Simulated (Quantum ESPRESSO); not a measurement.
# Cheap against tight settings: AgBr

```yaml
crystal:
  lattice:
    - [0.00000, 2.89217, 2.89217]
    - [2.89217, 0.00000, 2.89217]
    - [2.89217, 2.89217, 0.00000]
  atoms:
    - { symbol: Ag, position: [0.00000, 0.00000, 0.00000] }
    - { symbol: Br, position: [0.50000, 0.50000, 0.50000] }
```
The cell comes from the Materials Project (a computed structure). It is AgBr in Fm-3m. Stability against distortions was not tested. The run has no spin polarisation.

Method: σ by GIPAW with PBE in a modified build of Quantum ESPRESSO, on JTH PAW datasets. The cutoff rises from row to row, with the meshes as listed. Costs are rough, from a shared machine. These are absolute shieldings with no macroscopic susceptibility term; δ = σ_ref − σ needs a reference computed alike. No spin–orbit coupling; Ag is the heaviest element present. No d partial waves on Br: the paramagnetic term there is incompletely reconstructed. The band gap at this level is small, which makes the paramagnetic part of σ large and sensitive to the functional.

| setting | cutoff (Ha) | k-mesh |
|---|---|---|
| A | 8 | 4×4×4 through Γ |
| B | 10 | 5×5×5 shifted |
| C | 20 | 8×8×8 shifted |
| D | 30 | 11×11×11 shifted |

Q: From which setting on does σ_iso Br (ppm) stay within 1 of the tightest run?

A: From B on. Differences from the tightest run: A -682.6, B -0.5, C -0.2.

| setting | cutoff (Ha) | k-mesh | σ_iso Ag (ppm) | σ_iso Br (ppm) | f-sum rule missed by (%) | rough cost ratio |
|---|---|---|---|---|---|---|
| A | 8 | 4×4×4 through Γ | 3189.3 | 1776.3 | 0.73 | about 1 |
| B | 10 | 5×5×5 shifted | 3374.4 | 2458.4 | 0.18 | 3 |
| C | 20 | 8×8×8 shifted | 3358.9 | 2458.8 | 0.00 | 10 |
| D | 30 | 11×11×11 shifted | 3358.3 | 2458.9 | 0.00 | 50 |
